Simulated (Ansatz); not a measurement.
Given:

ZrIr3:
```yaml
crystal:
  lattice:
    - [-1.99208, 1.99208, 3.99722]
    - [1.99208, -1.99208, 3.99722]
    - [1.99208, 1.99208, -3.99722]
  atoms:
    - { symbol: Ir, position: [0.50000, 0.50000, 0.00000] }
    - { symbol: Ir, position: [0.75000, 0.25000, 0.50000] }
    - { symbol: Ir, position: [0.25000, 0.75000, 0.50000] }
    - { symbol: Zr, position: [0.00000, 0.00000, 0.00000] }
```

This is the PBE-relaxed structure.

Question: All from plane-wave PAW PBE (Ansatz code), unless another level is named. Give the formation energy from the elements (no fitted shifts).

Answer: -0.57 eV/atom.

Question: Next, the density of states at the Fermi level?

Answer: 0.81 states/eV per atom (mean over ±0.08 eV).

Space group I4/mmm. A made-up cell: these elements were put on the sites of a structure type; neither database checked (COD, Materials Project) lists it. COD files the formula under space group No. 221. Its standing as an ambient phase is unchecked. Symmetry was held in the PBE relaxation; its stability against distortions is not shown here. No spin polarisation was allowed. The references are the lowest solids computed at this level, not always the standard phases. Scalar-relativistic: spin–orbit coupling is off unless named, which matters more the heavier the elements.

Potentials: the earlier of the program's two PAW sets.
